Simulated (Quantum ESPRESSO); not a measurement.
One change at a time to Hf4InLi2W

These are calculations, not measurements. They come from Quantum ESPRESSO 7.5, a public plane-wave density functional program. Each row is one single-point run on a made-up periodic cell of eight metal atoms, with elements, volume, strain and displacements drawn at random and not relaxed, so a cell may be unstable or far from any real phase. There is no spin polarisation or spin-orbit coupling.

Settings: PBE unless stated; PseudoDojo standard norm-conserving files; Fermi-Dirac width 0.25 eV, which means electrons at about 2900 K; cutoff 1007 eV; 5 x 5 x 4 k mesh shifted half a step off Gamma. E is the free energy of the whole cell (internal energy minus TS), so a -TS column is already part of it. Stress is positive in tension, and the pressure P is minus a third of its trace.

Checks: one run of this series was repeated at a higher cutoff and on a denser mesh, which moved values by no more than 0.003 eV, 0.03 GPa and 0.003 eV/Å, and a second program with other atomic files agreed on it to 2 % rms in force and 0.5 GPa in pressure. Known limits: heavy elements are run without spin-orbit coupling, which real alloys of them have; a spin test at this wide smearing found no moment, but such smearing suppresses magnetism that the real alloy may have.

The lattice is hexagonal close-packed, and the cell vectors in Å are (4.829, -2.719, 0.041); (-3.246, 0.032, -5.226); (3.150, 5.317, 0.024), a volume of 178.00 Å³ in run 1. The elements on sites 1 to 8 are Hf W Hf Li Li In Hf Hf. Each later run makes one change to run 1 and keeps the rest. E is counted from run 1, and is n/a where other atomic files have another zero of energy.

```
run                           change  V (Å³)  P (GPa)  -TS (eV)  rms force (eV/Å)  largest change of a force component (eV/Å)  E (eV)
  1                             none  178.00    -7.67    -1.689             0.384                                       0.000   0.000
  2          sites 3 and 5 exchanged  178.00    -7.68    -1.615             0.454                                       0.714  -0.081
  3    all lengths scaled by -1.62 %  169.49    -4.57    -1.603             0.440                                       0.198       ?
  4           PBEsol in place of PBE  178.00   -10.49    -1.696             0.364                                       0.120     n/a
  5                     Zr on site 7  178.00    -7.27    -1.713             0.362                                       0.145     n/a
  6  site 7 moved by -0.13 Å along z  178.00    -7.62    -1.677             0.356                                       0.480  -0.072
```

## Worked estimate

Along a uniform scaling dE = -P dV. The mean of the two pressures is -6.120 GPa and the volume changes by -8.51 Å³, with 160.2 GPa to one eV/Å³. The same two rows give -V dP/dV = 63 GPa for this cell with clamped atoms, which is not the bulk modulus of a real alloy.

## Withheld value

Question: what E should run 3 give?

The estimate is -0.325 eV. The calculation gave -0.328 eV. The mean of two end points misses the curvature of P, and the finite cutoff adds a little.
